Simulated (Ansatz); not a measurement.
# How much do the gradients of Zr3Cd2 depend on the method?

Cell: a COD entry, whose atoms a relaxation with PBE at fixed cell left in place.

```xyz
5
Lattice="5.3000 0.0000 0.0000 0.0000 6.5200 0.0000 0.0000 0.0000 7.8600" Properties=species:S:1:pos:R:3 pbc="T T T"
Zr    0.0000    0.0000    3.9300
Zr    2.6500    0.0000    0.0000
Zr    0.0000    0.0000    0.0000
Cd    2.6500    3.2600    3.9300
Cd    2.6500    0.0000    3.9300
```

Atom numbers follow the list; atoms alike are taken as one site, whose name carries the number of the first.

First run. All values are calculated (Ansatz; DFT, PBE, plane waves and PAW, scalar-relativistic, 420 eV cutoff, Γ-centred 6×5×4 k-points, Fermi–Dirac smearing 0.05 eV), not measured.

```tsv
site	atom	V_zz (10²¹ V/m²)	η
Zr1	1	15.95	0.63
Zr2	2	12.53	0.87
Zr3	3	11.82	0.09
Cd4	4	-8.56	0.14
Cd5	5	3.07	0.13
```

Second run. The same atoms and settings, except that the functional is r2SCAN and the cutoff is 500 eV.

Task: Given the first result, estimate the second.

Result: 

```csv
site,atom,V_zz,η,change of V_zz
Zr1,1,17.69,0.45,+1.74
Zr2,2,12.09,0.52,-0.44
Zr3,3,11.88,0.68,+0.06
Cd4,4,-9.97,0.13,-1.41
Cd5,5,4.61,0.92,+1.54
```

The largest change of V_zz is on Zr1, from 15.95 to 17.69. The whole tensor moves most on Zr3, by 3.50 along its most changed direction. In per cent, |V_zz| changes by -3 to +11 on Zr, +17 to +50 on Cd (all sites that start above 2). Where |V_zz| stays above 0.1, η moves most on Cd5, from 0.13 to 0.92.

The run finds no gap above 0.1 eV (a metal, or nearly one), so the gradients can move by 10 % or more with the k-mesh. Without spin–orbit coupling (the program notes it for Cd and Zr) the gradients can shift somewhat, as the gap is small.
For the first run: At this cell the principal stresses reach 7 GPa in size with PBE, which can matter for small gradients.
For the second run: At this cell the principal stresses reach 8 GPa in size with r2SCAN, which can matter for small gradients.
